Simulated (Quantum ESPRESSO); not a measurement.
Simulation results for Si2AsNO5 (made-up cell)

All values are calculated (Quantum ESPRESSO 7.5). Calculation on a made-up crystal cell, not a measurement, run twice, once with a planted mistake found by running each candidate: periodic Kohn-Sham density functional theory in plane waves with PseudoDojo standard norm-conserving scalar-relativistic pseudopotentials, each functional with its own files (v0.5 for PBE, v0.4.1 for LDA and PBEsol), no spin polarisation, no spin-orbit coupling, atoms not relaxed, stress positive in tension, energies less a fixed whole-eV offset for each atom's element; levels are Kohn-Sham levels at fractions of this cell's reciprocal vectors, counted from the reference band (half the neutral cell's valence electrons, rounded up) at Gamma; error bars cover cutoff and k-mesh only, not smearing or the files; each bar is the largest change over components, and at least 0.002 eV, 0.002 eV per angstrom or 0.02 GPa; a charged cell sits in a uniform background, with energy and stress on this program's zero of potential; no dispersion term; energies are for the whole cell, and the offsets were chosen from early runs and are not element reference energies; a distance is the largest change of any value in units of its error bar (the energy's for the smearing term), a scale change is of lengths, and a coarse mesh keeps the half-step shift.

```cif
# cell vector a (Å): 4.8876 -0.0425 -0.0341
# cell vector b (Å): -2.4806 4.4097 -0.0172
# cell vector c (Å): -0.0376 -0.0437 5.5327
data_Si2AsNO5
_symmetry_space_group_name_H-M 'P 1'
_symmetry_Int_Tables_number 1
_cell_length_a 4.8879
_cell_length_b 5.0596
_cell_length_c 5.5330
_cell_angle_alpha 90.398
_cell_angle_beta 90.785
_cell_angle_gamma 119.855
_cell_volume 118.65
loop_
_atom_site_label
_atom_site_type_symbol
_atom_site_fract_x
_atom_site_fract_y
_atom_site_fract_z
_atom_site_occupancy
As1 As 0.46770 0.00451 0.66384 1
Si1 Si 0.00962 0.47934 0.33686 1
Si2 Si 0.52189 0.52481 0.00367 1
O1 O 0.41658 0.27471 0.78228 1
N1 N 0.74802 0.15985 0.45498 1
O2 O 0.84705 0.58963 0.12316 1
O3 O 0.27149 0.41413 0.21380 1
O4 O 0.13135 0.72148 0.55015 1
O5 O 0.59260 0.85711 0.87425 1
_calc_lattice_type 'quartz'
_calc_intended_functional 'pbe'
_calc_intended_cutoff 1143  # eV
_calc_intended_fermi_dirac_smearing 0.025  # eV
_calc_intended_scf_tolerance 1e-07  # eV
_calc_intended_electrons_removed 0
_calc_healthy_free_energy_less_offsets 6.944  # eV
_calc_healthy_scf_iterations 12
_calc_healthy_smearing_term_minus_ts 0  # eV
_calc_healthy_pressure 10.39  # GPa
_calc_healthy_stress_xx -10.28  # GPa
_calc_healthy_stress_yy -10.6  # GPa
_calc_healthy_stress_zz -10.28  # GPa
_calc_healthy_stress_yz -4.71  # GPa
_calc_healthy_stress_xz 0.8  # GPa
_calc_healthy_stress_xy -1.16  # GPa
_calc_healthy_reference_band 29
_calc_faulty_free_energy_less_offsets 18.165  # eV
_calc_faulty_scf_iterations 12
_calc_faulty_smearing_term_minus_ts 0  # eV
_calc_faulty_pressure 6.86  # GPa
_calc_faulty_stress_xx -6.78  # GPa
_calc_faulty_stress_yy -7.1  # GPa
_calc_faulty_stress_zz -6.72  # GPa
_calc_faulty_stress_yz -4.57  # GPa
_calc_faulty_stress_xz 0.86  # GPa
_calc_faulty_stress_xy -1.25  # GPa
_calc_faulty_reference_band 29
_calc_candidate_k_points_along_each_vector 1
_calc_candidate_cutoff 762  # eV
_calc_candidate_smearing 0.58  # eV
_calc_candidate_functional 'pbesol'
_calc_candidate_scf_tolerance 0.4  # eV
_calc_candidate_electrons_removed 1
_calc_candidate_scale_change -1.09  # percent
_calc_candidate_first_exchanged_site 4
_calc_candidate_second_exchanged_site 5
_calc_intended_k_mesh '5 x 5 x 4, shifted by half a step'
_calc_structure_shown 'as intended, without the mistake'
_calc_fault_kind 'wrong functional'
_calc_other_mistakes_compared 7
_calc_distance_from_healthy 3655  # error bars
_calc_distance_from_nearest_other_mistake 2773  # error bars
_calc_healthy_error_bar_energy 0.00307  # eV
_calc_healthy_error_bar_stress 0.02  # GPa
_calc_healthy_error_bar_force 0.002  # eV/angstrom
_calc_healthy_error_bar_next_band_up 0.002  # eV
```

Atoms:
| atoms element | atom site | atom energy offset (eV) |
| --- | --- | --- |
| As | 1 | -2887 |
| Si | 2 | -115 |
| Si | 3 | -115 |
| O | 4 | -452 |
| N | 5 | -283 |
| O | 6 | -452 |
| O | 7 | -452 |
| O | 8 | -452 |
| O | 9 | -452 |

Healthy forces:
| site | x (eV/Å) | y (eV/Å) | z (eV/Å) |
| --- | --- | --- | --- |
| 1 | 3.069 | 1.518 | -3.68 |
| 2 | -1.408 | -2.442 | -1.823 |
| 3 | 0.156 | 1.36 | -0.49 |
| 4 | -2.618 | 1.649 | 1.67 |
| 5 | -0.24 | -1.609 | -0.09 |
| 6 | 1.47 | 0.517 | -0.003 |
| 7 | -0.634 | 0.348 | 0.023 |
| 8 | -1.113 | 1.029 | 1.554 |
| 9 | 1.318 | -2.37 | 2.84 |

Healthy levels:
| level k point | next band up (eV) |
| --- | --- |
| Gamma | 3.304 |
| (1/2,1/2,1/2) | 4.754 |
| (0.15,0,0) | 3.555 |
| (0,0.15,0) | 3.612 |
| (0,0,0.15) | 3.496 |

Faulty forces:
| site | x (eV/Å) | y (eV/Å) | z (eV/Å) |
| --- | --- | --- | --- |
| 1 | 3.03 | 1.473 | -3.593 |
| 2 | -1.368 | -2.35 | -1.838 |
| 3 | 0.165 | 1.345 | -0.476 |
| 4 | -2.408 | 1.518 | 1.642 |
| 5 | -0.369 | -1.586 | 0.058 |
| 6 | 1.388 | 0.415 | 0.049 |
| 7 | -0.672 | 0.432 | -0.027 |
| 8 | -0.929 | 1.116 | 1.533 |
| 9 | 1.163 | -2.364 | 2.651 |

Faulty levels:
| level k point | next band up (eV) |
| --- | --- |
| Gamma | 3.257 |
| (1/2,1/2,1/2) | 4.729 |
| (0.15,0,0) | 3.512 |
| (0,0.15,0) | 3.57 |
| (0,0,0.15) | 3.452 |

Candidate mistake: coarse kmesh, low cutoff, wide smearing, wrong functional, loose scf, wrong charge, cell scaled, atoms exchanged
